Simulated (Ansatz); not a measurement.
Ag:
```cif
data_Ag7
_chemical_formula_sum 'Ag7'
_space_group_name_H-M_alt 'P6/mmm'
_space_group_IT_number 191
_space_group_name_Hall '-P 6 2'
_cell_length_a 5.32924
_cell_length_b 5.32924
_cell_length_c 5.20029
_cell_angle_alpha 90.000
_cell_angle_beta 90.000
_cell_angle_gamma 120.000
loop_
_atom_site_label
_atom_site_type_symbol
_atom_site_symmetry_multiplicity
_atom_site_Wyckoff_symbol
_atom_site_fract_x
_atom_site_fract_y
_atom_site_fract_z
_atom_site_occupancy
Ag1 Ag 2 e 0.00000 0.00000 0.25301 1
Ag2 Ag 2 d 0.33333 0.66667 0.50000 1
Ag3 Ag 3 f 0.00000 0.50000 0.00000 1
```

Relaxed with r²SCAN.

### Question
Tabulate the valence density and the electron localisation function along the shortest Ag–Ag contact (2.57 Å), plane-wave PAW r²SCAN (Ansatz code).

### Answer


```csv
distance from Ag (Å),density (e/Å³),ELF
0.26,16.62,0.78
0.39,12.39,0.69
0.51,8.19,0.60
0.64,4.74,0.52
0.77,2.39,0.43
0.90,1.12,0.33
1.03,0.61,0.23
1.16,0.42,0.17
1.28,0.36,0.15
1.41,0.42,0.17
1.54,0.61,0.23
1.67,1.12,0.33
1.80,2.39,0.43
1.93,4.74,0.52
2.06,8.19,0.60
2.18,12.39,0.69
2.31,16.62,0.78
```

The density is the valence pseudo-density with augmentation charge, so density and ELF within about 1 Å of a nucleus are not all-electron values.

The start of the workflow was typed in or built on a structure type; neither database checked (COD, Materials Project) lists it. It is not the phase usual at ambient conditions (space group No. 225). The r²SCAN relaxation kept the symmetry of its start. At this level the phase is mechanically unstable. The run is not spin-polarised.

Potentials: the later of the program's two PAW sets.
